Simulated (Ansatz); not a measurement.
Computed with DFT PBE, scalar-relativistic, plane waves, PAW (Ansatz 0.2.0). Plane waves to 420 eV, a 6×6×6 mesh through Γ for the 5-atom cell and 0.10 eV Gaussian smearing; no spin polarisation.

Energies over the elements count from the elements' standard structures at the same level, with no fitted energy shifts.

**Question.** Find a candidate cubic metal with formula Rb4Sb, with a formation energy near −0.20 eV/atom and a density near 2.29 g/cm³, in a cell of 5 atoms. Its symmetry should be Im-3m (No. 229).

**Answer.** Rb4Sb, space group Im-3m (No. 229). Rb has 2 Sb at 3.79 Å and 6 Rb at 4.38 Å; around Sb lie 8 Rb at 3.79 Å.

```cif
data_structure
_symmetry_space_group_name_H-M 'P 1'
_symmetry_Int_Tables_number 1
_cell_length_a 7.5866
_cell_length_b 7.5866
_cell_length_c 7.5866
_cell_angle_alpha 109.471
_cell_angle_beta 109.471
_cell_angle_gamma 109.471
_cell_volume 336.13
loop_
_atom_site_label
_atom_site_type_symbol
_atom_site_fract_x
_atom_site_fract_y
_atom_site_fract_z
_atom_site_occupancy
Rb1 Rb 0.50000 0.50000 0.50000 1
Rb2 Rb 0.00000 0.00000 0.50000 1
Rb3 Rb 0.00000 0.50000 0.00000 1
Rb4 Rb 0.50000 0.00000 0.00000 1
Sb1 Sb 0.00000 0.00000 0.00000 1
```

| Item | Value |
| --- | --- |
| Volume per atom | 67.23 Å³ |
| Density | 2.29 g/cm³ |
| Formation energy | −0.20 eV/atom |
| Gap on the 6×6×6 mesh of the 5-atom cell | 0 eV (a metal) |

The cell was found from a structure generator's guess, not taken from experiment. Other answers may fit too; this one was computed.

These runs have no spin–orbit coupling, which can matter for Sb. Symmetry constrained the relaxation, so the result can be a saddle point.
